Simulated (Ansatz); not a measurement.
The numbers come from plane-wave PAW DFT (Ansatz): r2SCAN, with U = 7.12 eV and J = 0.8 eV on Fe d (all-electron-ortho-atomic projectors), no spin polarisation, 500 eV, 7×7×7 Γ-centred k points, fermi-dirac occupations (width 0.0485 eV). Nothing was relaxed.

Computed maps in the lattice plane spanned by b (left to right, 6.46 Å, 20 points from zero) and c (bottom to top, 6.46 Å, 20 points from zero), 60° apart, at height 0.250 along a. The fields are smooth PAW ones with compensation charges, not the true ones near nuclei.

Valence density. Digits on a logarithmic scale: 0 up to 0.03 e/Å³, each further digit a factor of 1.6, 9 from 1.3 e/Å³ up:
```
45666543234566654444
56788754224578876544
57888875434578888754
46886887533578868864
45786488644468846875
44688888754457888886
44468888754445788886
43346777654444567776
43334555544444445555
44444444434444443444
45676543233455543323
46888864224567765422
47899987434578887543
46897798644578888754
45897479854578848875
44689779864468866886
43478999874346888886
43346888864334678876
44334567654334456765
44444444444444444554
```

Problem. The cell is Ba2FeHS6. Which atoms lie within 0.2 Å of this plane, and where (fractions of b and c)?

Solution. Ba at (0.25, 0.25), S at (0.77, 0.23), S at (0.77, 0.77), S at (0.23, 0.77). The whole cell:
```yaml
crystal:
  lattice:
    - [0.00000, 4.56614, 4.56614]
    - [4.56614, 0.00000, 4.56614]
    - [4.56614, 4.56614, 0.00000]
  atoms:
    - { symbol: Ba, position: [0.25000, 0.25000, 0.25000] }
    - { symbol: Ba, position: [0.75000, 0.75000, 0.75000] }
    - { symbol: H, position: [0.00000, 0.00000, 0.00000] }
    - { symbol: S, position: [0.76820, 0.23180, 0.23180] }
    - { symbol: S, position: [0.23180, 0.76820, 0.23180] }
    - { symbol: S, position: [0.23180, 0.76820, 0.76820] }
    - { symbol: S, position: [0.76820, 0.23180, 0.76820] }
    - { symbol: S, position: [0.23180, 0.23180, 0.76820] }
    - { symbol: S, position: [0.76820, 0.76820, 0.23180] }
    - { symbol: Fe, position: [0.50000, 0.50000, 0.50000] }
```

Origin: a known structure type with other elements, at an estimated volume, so it need not be a known compound. Caveats: no spin polarisation, so a magnetic state may lie lower.
